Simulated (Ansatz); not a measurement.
Input file for Ansatz (a quantum-chemistry and plane-wave program):

Ansatz 0.2 input:
```yaml
crystal:
  lattice:
    - [3.2646196003, 0.0, 0.0]
    - [-1.6323098001, 2.8272435075, 0.0]
    - [0.0, 0.0, 11.5455754316]
  atoms:
    - { symbol: Nb, position: [0.3333333333, 0.6666666667, 0.4000768544] }
    - { symbol: Nb, position: [0.6666666667, 0.3333333333, 0.5999231456] }
    - { symbol: Nb, position: [0.6666666667, 0.3333333333, 0.9000768544] }
    - { symbol: Nb, position: [0.3333333333, 0.6666666667, 0.0999231456] }
    - { symbol: P, position: [0.6666666667, 0.3333333333, 0.25] }
    - { symbol: P, position: [0.3333333333, 0.6666666667, 0.75] }
    - { symbol: C, position: [0.0, 0.0, 0.5] }
    - { symbol: C, position: [0.0, 0.0, 0.0] }
kpoints:
  mp_grid: { grid: [30, 30, 8] }
hamiltonian:
  xc: pbesol
  pseudopotentials: { kind: paw }
scf:
  occupations: { method: fermi_dirac, width: 0.1 }
elastic: { mode: relaxed_ion, stencil: two_point, amplitude: 0.005, f_tol: 0.0005 }
```

Output (shortened):

```
Pseudopotential: Nb, paw, valence charge 13
Pseudopotential: P, paw, valence charge 5
Pseudopotential: C, paw, valence charge 4
Functional definition: PBEsol
Crystal: 8 atoms, lattice volume = 106.564 Å³
Basis set: ecut = 420 eV, 2103 PW (Γ), exchange–correlation on 48×48×160 points (8 copies of the dense FFT grid, shifted against one another)
Bands: 43, of which v1, the nominal top of the filled ones, is band 35 counted from 1 (34 counted from 0)
Symmetry: 24 space group operations
Space group: P63/mmc (ITA 194), of the structure as read, at distance tolerance 4.7e-5 Å
k-points: 455 of 7200
SCF 1 converged in 11 iterations: F = -19962.419767 eV  dr2 = 1.04e-14
relax step   1: F+E_penalty+E_count = -19962.41976724 eV  Δ(F+E_penalty+E_count) = +0.000e0 eV  max|allowed force component| = 3.823e-2 eV/Å  Δτ_max = 0.0000 Å  (11 SCF iters, accepted)
Crystal: 8 atoms, lattice volume = 106.564 Å³
SCF 2 converged in 11 iterations: F = -19962.419829 eV  dr2 = 6.74e-14
relax step   2: F+E_penalty+E_count = -19962.41982944 eV  Δ(F+E_penalty+E_count) = -6.219e-5 eV  max|allowed force component| = 2.413e-2 eV/Å  Δτ_max = 0.0022 Å  (11 SCF iters, accepted)
Crystal: 8 atoms, lattice volume = 106.564 Å³
SCF 3 converged in 9 iterations: F = -19962.419871 eV  dr2 = 3.09e-15
relax step   3: F+E_penalty+E_count = -19962.41987053 eV  Δ(F+E_penalty+E_count) = -4.109e-5 eV  max|allowed force component| = 1.796e-5 eV/Å  Δτ_max = 0.0009 Å  (9 SCF iters, accepted)
Crystal: 8 atoms, lattice volume = 106.564 Å³
SCF 4 converged in 9 iterations: F = -19962.419871 eV  dr2 = 2.93e-14
Crystal: 8 atoms, lattice volume = 106.031 Å³
Symmetry: 8 space group operations
k-points: 1205 of 7200
SCF 5 converged in 11 iterations: F = -19962.415908 eV  dr2 = 1.71e-14
relax step   1: F+E_penalty+E_count = -19962.41590783 eV  Δ(F+E_penalty+E_count) = +0.000e0 eV  max|allowed force component| = 3.486e-2 eV/Å  Δτ_max = 0.0000 Å  (11 SCF iters, accepted)
Crystal: 8 atoms, lattice volume = 106.031 Å³
SCF 6 converged in 9 iterations: F = -19962.416099 eV  dr2 = 1.42e-14
relax step   2: F+E_penalty+E_count = -19962.41609857 eV  Δ(F+E_penalty+E_count) = -1.907e-4 eV  max|allowed force component| = 1.121e-2 eV/Å  Δτ_max = 0.0030 Å  (9 SCF iters, accepted)
Crystal: 8 atoms, lattice volume = 106.031 Å³
SCF 7 converged in 7 iterations: F = -19962.416113 eV  dr2 = 7.23e-14
relax step   3: F+E_penalty+E_count = -19962.41611252 eV  Δ(F+E_penalty+E_count) = -1.396e-5 eV  max|allowed force component| = 5.164e-4 eV/Å  Δτ_max = 0.0013 Å  (7 SCF iters, accepted)
Crystal: 8 atoms, lattice volume = 106.031 Å³
SCF 8 converged in 8 iterations: F = -19962.416112 eV  dr2 = 3.13e-15
relax step   4: F+E_penalty+E_count = -19962.41611216 eV  Δ(F+E_penalty+E_count) = +3.676e-7 eV  max|allowed force component| = 2.171e-3 eV/Å  Δτ_max = 0.0001 Å  (8 SCF iters, rejected (line search))
Crystal: 8 atoms, lattice volume = 106.031 Å³
SCF 9 converged in 7 iterations: F = -19962.416113 eV  dr2 = 7.76e-14
relax step   5: F+E_penalty+E_count = -19962.41611256 eV  Δ(F+E_penalty+E_count) = -3.408e-8 eV  max|allowed force component| = 5.670e-6 eV/Å  Δτ_max = 0.0000 Å  (7 SCF iters, accepted)
Crystal: 8 atoms, lattice volume = 106.031 Å³
SCF 10 converged in 5 iterations: F = -19962.416113 eV  dr2 = 7.67e-14
Crystal: 8 atoms, lattice volume = 107.097 Å³
Basis set: ecut = 420 eV, 2119 PW (Γ), exchange–correlation on 48×48×160 points (8 copies of the dense FFT grid, shifted against one another)
SCF 11 converged in 11 iterations: F = -19962.416899 eV  dr2 = 1.92e-14
relax step   1: F+E_penalty+E_count = -19962.41689878 eV  Δ(F+E_penalty+E_count) = +0.000e0 eV  max|allowed force component| = 3.377e-2 eV/Å  Δτ_max = 0.0000 Å  (11 SCF iters, accepted)
Crystal: 8 atoms, lattice volume = 107.097 Å³
SCF 12 converged in 9 iterations: F = -19962.417092 eV  dr2 = 1.48e-14
relax step   2: F+E_penalty+E_count = -19962.41709241 eV  Δ(F+E_penalty+E_count) = -1.936e-4 eV  max|allowed force component| = 1.927e-3 eV/Å  Δτ_max = 0.0040 Å  (9 SCF iters, accepted)
Crystal: 8 atoms, lattice volume = 107.097 Å³
SCF 13 converged in 7 iterations: F = -19962.417093 eV  dr2 = 3.81e-14
relax step   3: F+E_penalty+E_count = -19962.41709312 eV  Δ(F+E_penalty+E_count) = -7.038e-7 eV  max|allowed force component| = 5.553e-4 eV/Å  Δτ_max = 0.0001 Å  (7 SCF iters, accepted)
Crystal: 8 atoms, lattice volume = 107.097 Å³
SCF 14 converged in 6 iterations: F = -19962.417093 eV  dr2 = 3.66e-14
relax step   4: F+E_penalty+E_count = -19962.41709316 eV  Δ(F+E_penalty+E_count) = -4.480e-8 eV  max|allowed force component| = 3.814e-6 eV/Å  Δτ_max = 0.0000 Å  (6 SCF iters, accepted)
Crystal: 8 atoms, lattice volume = 107.097 Å³
SCF 15 converged in 7 iterations: F = -19962.417093 eV  dr2 = 2.44e-14
Crystal: 8 atoms, lattice volume = 106.031 Å³
SCF 16 converged in 11 iterations: F = -19962.416076 eV  dr2 = 5.03e-15
relax step   1: F+E_penalty+E_count = -19962.41607603 eV  Δ(F+E_penalty+E_count) = +0.000e0 eV  max|allowed force component| = 2.828e-2 eV/Å  Δτ_max = 0.0000 Å  (11 SCF iters, accepted)
Crystal: 8 atoms, lattice volume = 106.031 Å³
SCF 17 converged in 9 iterations: F = -19962.416131 eV  dr2 = 4.14e-15
relax step   2: F+E_penalty+E_count = -19962.41613118 eV  Δ(F+E_penalty+E_count) = -5.515e-5 eV  max|allowed force component| = 6.363e-4 eV/Å  Δτ_max = 0.0010 Å  (9 SCF iters, accepted)
Crystal: 8 atoms, lattice volume = 106.031 Å³
SCF 18 converged in 7 iterations: F = -19962.416131 eV  dr2 = 7.63e-15
relax step   3: F+E_penalty+E_count = -19962.41613121 eV  Δ(F+E_penalty+E_count) = -2.796e-8 eV  max|allowed force component| = 2.803e-7 eV/Å  Δτ_max = 0.0000 Å  (7 SCF iters, accepted)
Crystal: 8 atoms, lattice volume = 106.031 Å³
SCF 19 converged in 9 iterations: F = -19962.416131 eV  dr2 = 2.54e-14
Crystal: 8 atoms, lattice volume = 107.097 Å³
Basis set: ecut = 420 eV, 2139 PW (Γ), exchange–correlation on 48×48×160 points (8 copies of the dense FFT grid, shifted against one another)
SCF 20 converged in 11 iterations: F = -19962.416700 eV  dr2 = 1.26e-14
relax step   1: F+E_penalty+E_count = -19962.41670029 eV  Δ(F+E_penalty+E_count) = +0.000e0 eV  max|allowed force component| = 2.840e-2 eV/Å  Δτ_max = 0.0000 Å  (11 SCF iters, accepted)
Crystal: 8 atoms, lattice volume = 107.097 Å³
SCF 21 converged in 9 iterations: F = -19962.416758 eV  dr2 = 4.66e-15
relax step   2: F+E_penalty+E_count = -19962.41675843 eV  Δ(F+E_penalty+E_count) = -5.814e-5 eV  max|allowed force component| = 1.245e-3 eV/Å  Δτ_max = 0.0010 Å  (9 SCF iters, accepted)
Crystal: 8 atoms, lattice volume = 107.097 Å³
SCF 22 converged in 7 iterations: F = -19962.416759 eV  dr2 = 3.26e-14
relax step   3: F+E_penalty+E_count = -19962.41675855 eV  Δ(F+E_penalty+E_count) = -1.118e-7 eV  max|allowed force component| = 7.437e-7 eV/Å  Δτ_max = 0.0000 Å  (7 SCF iters, accepted)
Crystal: 8 atoms, lattice volume = 107.097 Å³
SCF 23 converged in 7 iterations: F = -19962.416759 eV  dr2 = 1.66e-14
Crystal: 8 atoms, lattice volume = 106.564 Å³
Basis set: ecut = 420 eV, 2111 PW (Γ), exchange–correlation on 48×48×160 points (8 copies of the dense FFT grid, shifted against one another)
Symmetry: 4 space group operations
k-points: 1877 of 7200
SCF 24 converged in 10 iterations: F = -19962.418091 eV  dr2 = 1.71e-14
relax step   1: F+E_penalty+E_count = -19962.41809057 eV  Δ(F+E_penalty+E_count) = +0.000e0 eV  max|allowed force component| = 2.006e-2 eV/Å  Δτ_max = 0.0000 Å  (10 SCF iters, accepted)
Crystal: 8 atoms, lattice volume = 106.564 Å³
SCF 25 converged in 7 iterations: F = -19962.418133 eV  dr2 = 2.40e-14
relax step   2: F+E_penalty+E_count = -19962.41813317 eV  Δ(F+E_penalty+E_count) = -4.260e-5 eV  max|allowed force component| = 8.845e-3 eV/Å  Δτ_max = 0.0007 Å  (7 SCF iters, accepted)
Crystal: 8 atoms, lattice volume = 106.564 Å³
SCF 26 converged in 8 iterations: F = -19962.418144 eV  dr2 = 4.12e-14
relax step   3: F+E_penalty+E_count = -19962.41814366 eV  Δ(F+E_penalty+E_count) = -1.049e-5 eV  max|allowed force component| = 7.070e-5 eV/Å  Δτ_max = 0.0006 Å  (8 SCF iters, accepted)
Crystal: 8 atoms, lattice volume = 106.564 Å³
SCF 27 converged in 7 iterations: F = -19962.418144 eV  dr2 = 2.58e-14
Crystal: 8 atoms, lattice volume = 106.564 Å³
SCF 28 converged in 11 iterations: F = -19962.418091 eV  dr2 = 1.78e-15
relax step   1: F+E_penalty+E_count = -19962.41809057 eV  Δ(F+E_penalty+E_count) = +0.000e0 eV  max|allowed force component| = 2.006e-2 eV/Å  Δτ_max = 0.0000 Å  (11 SCF iters, accepted)
Crystal: 8 atoms, lattice volume = 106.564 Å³
SCF 29 converged in 8 iterations: F = -19962.418143 eV  dr2 = 3.75e-14
relax step   2: F+E_penalty+E_count = -19962.41814348 eV  Δ(F+E_penalty+E_count) = -5.291e-5 eV  max|allowed force component| = 1.075e-3 eV/Å  Δτ_max = 0.0014 Å  (8 SCF iters, accepted)
Crystal: 8 atoms, lattice volume = 106.564 Å³
SCF 30 converged in 7 iterations: F = -19962.418144 eV  dr2 = 5.95e-14
relax step   3: F+E_penalty+E_count = -19962.41814363 eV  Δ(F+E_penalty+E_count) = -1.504e-7 eV  max|allowed force component| = 4.911e-4 eV/Å  Δτ_max = 0.0001 Å  (7 SCF iters, accepted)
Crystal: 8 atoms, lattice volume = 106.564 Å³
SCF 31 converged in 7 iterations: F = -19962.418144 eV  dr2 = 2.59e-14
SCF converged after 9 iterations
Stability not checked: this state was not tested for a lower state beside it, because too few of the mixer's solves of this state at the end of the SCF gave a …
Free energy (F): -19962.419871 eV
Harris-Foulkes:  -19962.419871 eV  (|F-HF|=7.28e-12)
Internal energy: -19962.332317 eV  (E = F + TS)
E sigma→0 (E₀):  -19962.376094 eV
Entropy (-TS):   -0.087554 eV (-10.944 meV/atom)
Fermi energy:    17.184254 eV
--- Per-component energies (eV) ---
  E_band       = -202.319073
  E_kinetic    = 1907.500277
  E_local      = -3427.919570  (includes V_loc(G=0)·N_el)
  E_nonlocal   = 601.957788
  E_hartree    = 1138.693351
  E_xc         = -923.502575
  E_vxc        = -1100.884023  (∫ρ·V_xc dr)
  E_paw        = -13367.568427  (= ΣΔE_a)
  E_vpaw       = -460.360293  (= ΣTr[D̂ρ^β])
  E_aug_tail   = 0.000045  (compensation charges beyond the density's cutoff)
  E_ewald      = -5892.382434
  E_core_change = 0.889229  (= ΣΔE_core)
  E_smearing   = -0.087554  (= −TS)
  E_closure    = 0.000000  (closes the sum)
  Σ components = -19962.419871   (vs F -19962.419871, Δ=0.00e0)
--- Forces (eV/Å), atoms counted from 1 ---
  atom   1  Nb     0.00000000     0.00000000     0.00001780
  atom   2  Nb     0.00000000     0.00000000    -0.00001780
  atom   3  Nb     0.00000000     0.00000000     0.00001780
  atom   4  Nb     0.00000000     0.00000000    -0.00001780
  atom   5  P      0.00000000     0.00000000     0.00000000
  atom   6  P      0.00000000     0.00000000     0.00000000
  atom   7  C      0.00000000     0.00000000     0.00000000
  atom   8  C      0.00000000     0.00000000     0.00000000
  max |Σ_I F_I| component: 5.55e-17 eV/Å
--- Stress (GPa, compression-positive) ---
        0.137946       0.000000       0.000000
        0.000000       0.137946       0.000000
        0.000000       0.000000       0.084187
  P = ⅓ Tr σ = 0.1200 GPa (1.200 kbar)
--- Band table (eV; the first three rows and the last of 455) ---
  k-point 0: bands = ["-38.2245", "-38.2185", "-38.1154", "-38.1093", "-14.8127", "-14.7071", "-14.1978", "-14.1538", "-14.1538", "-14.1456", "-14.1456", "-14.0806", "-14.0518", "-14.0518", "-14.0434", "-14.0434", "3.7677", "4.7144", "5.1015", "6.6103", …
  k-point 1: bands = ["-38.2242", "-38.2187", "-38.1152", "-38.1095", "-14.8093", "-14.7120", "-14.1925", "-14.1535", "-14.1535", "-14.1459", "-14.1459", "-14.0844", "-14.0515", "-14.0515", "-14.0437", "-14.0437", "3.7869", "4.5992", "5.2334", "6.5626", …
  k-point 2: bands = ["-38.2236", "-38.2194", "-38.1145", "-38.1101", "-14.7995", "-14.7254", "-14.1778", "-14.1527", "-14.1527", "-14.1469", "-14.1469", "-14.0955", "-14.0505", "-14.0505", "-14.0445", "-14.0445", "3.8439", "4.4078", "5.4737", "6.4288", …
  k-point 454: bands = ["-38.1146", "-38.1146", "-38.1090", "-38.1090", "-14.6144", "-14.6144", "-14.5928", "-14.5928", "-14.5878", "-14.5878", "-14.3029", "-14.3029", "-14.1946", "-14.1946", "-14.1476", "-14.1476", "6.0427", "6.0427", "6.7443", "6.7443", …
--- Elastic constants: 3 strain directions × 2 members + reference (group order 24) ---
  dense FFT box of the reference and of every strained cell: 24×24×80
  strains applied: 11, 33, 23; error gains …
  reference relaxed by the batch: 3 steps …
  largest displacement 1.3e-3 Å; the constants are those of the deck's cell at these positions:
  atoms:
    - { symbol: Nb, position: [0.33333333333333326, 0.6666666666666665, 0.40019377201217815] }
    - { symbol: Nb, position: [0.6666666666666665, 0.33333333333333326, 0.5998062279878217] }
    - { symbol: Nb, position: [0.6666666666666665, 0.33333333333333326, 0.9001937720121782] }
    - { symbol: Nb, position: [0.33333333333333326, 0.6666666666666665, 0.09980622798782172] }
    - { symbol: P, position: [0.6666666666666665, 0.33333333333333326, 0.24999999999999994] }
    - { symbol: P, position: [0.33333333333333326, 0.6666666666666665, 0.7499999999999999] }
    - { symbol: C, position: [0.0, 0.0, 0.4999999999999999] }
    - { symbol: C, position: [0.0, 0.0, 0.0] }
  C = ∂σ_k/∂η_j (tension-positive GPa; Voigt order 11 22 33 23 13 12):
       393.665    124.756    184.333      0.000      0.000      0.000
       124.756    393.665    184.333      0.000      0.000      0.000
       184.265    184.265    412.566      0.000      0.000      0.000
         0.000      0.000      0.000    208.222      0.000      0.000
         0.000      0.000      0.000      0.000    208.222      0.000
         0.000      0.000      0.000      0.000      0.000    134.455
  reference stress σ⁰ (GPa):     -0.138     -0.138     -0.084      0.000      0.000      0.000
  moduli (Voigt/Reuss/Hill, GPa): K = 242.96/240.70/241.83   G = 157.28/145.06/151.17   E = 375.31   ν = 0.241
  mechanically stable: yes (min eigenvalue of sym C = 134.45 GPa)
  strain η (Voigt 11):  stress-route row diagonal C_11 = 393.67 GPa, energy-path curvature d²(F+E_count+ΔE)/dδ²/Ω₀ = 393.65 GPa
         δ    σ_11 (GPa)             F (eV)   n_scf  n_hpsi   n_pw
    -5.000e-3      -2.1353      -19962.4161126       5  668364   2119   relax 5 steps, max|allowed force component| 5.67e-6 eV/Å
     5.000e-3       1.8014      -19962.4170932       7  836128   2138   relax 4 steps, max|allowed force component| 3.81e-6 eV/Å
  strain η (Voigt 33):  stress-route row diagonal C_33 = 412.57 GPa, energy-path curvature d²(F+E_count+ΔE)/dδ²/Ω₀ = 412.57 GPa
         δ    σ_33 (GPa)             F (eV)   n_scf  n_hpsi   n_pw
    -5.000e-3      -2.1768      -19962.4161312       9  332728   2132   relax 3 steps, max|allowed force component| 2.80e-7 eV/Å
     5.000e-3       1.9488      -19962.4167585       7  283006   2141   relax 3 steps, max|allowed force component| 7.44e-7 eV/Å
  strain η (Voigt 23):  stress-route row diagonal C_44 = 208.22 GPa, energy-path curvature d²(F+E_count+ΔE)/dδ²/Ω₀ = 208.29 GPa
         δ    σ_23 (GPa)             F (eV)   n_scf  n_hpsi   n_pw
    -5.000e-3      -1.0411      -19962.4181437       7  1306911   2129   relax 3 steps, max|allowed force component| 7.07e-5 eV/Å
     5.000e-3       1.0411      -19962.4181436       7  1301297   2129   relax 3 steps, max|allowed force component| 4.91e-4 eV/Å
```

Cost: around 110 core-minutes (rough) on shared cores.

Space group P6_3/mmc. The first step of the workflow began from a Materials Project structure, measured or hypothetical; the Crystallography Open Database copy checked does not list it. Its standing as an ambient phase is unchecked. Symmetry was held in the PBEsol relaxation; whether a distortion lowers the energy is not shown. No spin polarisation was allowed. As this level gives no gap, shear constants depend on the k-mesh and smearing (Fermi–Dirac, 0.1 eV here). Spin–orbit coupling is left out wherever it is not named.

Potentials: the later of the program's two PAW sets.

Ansatz is a plane-wave DFT program.
